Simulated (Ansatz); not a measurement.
With plane-wave PAW PBE (Ansatz code), Sn in the tetragonal phase (P4_32_12; Sn on 4a, Sn on 8b) relaxes to a = 6.910 Å, c = 7.919 Å. Sn on 4a has 4 nearest neighbours from 2.92 Å (tetrahedral).

Electronic character: no gap, with almost no states at the Fermi level (zero-gap or semimetallic).

The start of the workflow was typed in or built on a structure type; neither database checked (COD, Materials Project) lists it. It is not the phase usual at ambient conditions (space group No. 141). Symmetry was held in the PBE relaxation; whether a distortion lowers the energy is not shown. Axis ratios of metals converge slowly with the k-mesh, so a and c are less sure than the volume. Spin–orbit coupling is left out wherever it is not named.

Potentials: the earlier of the program's two PAW sets.
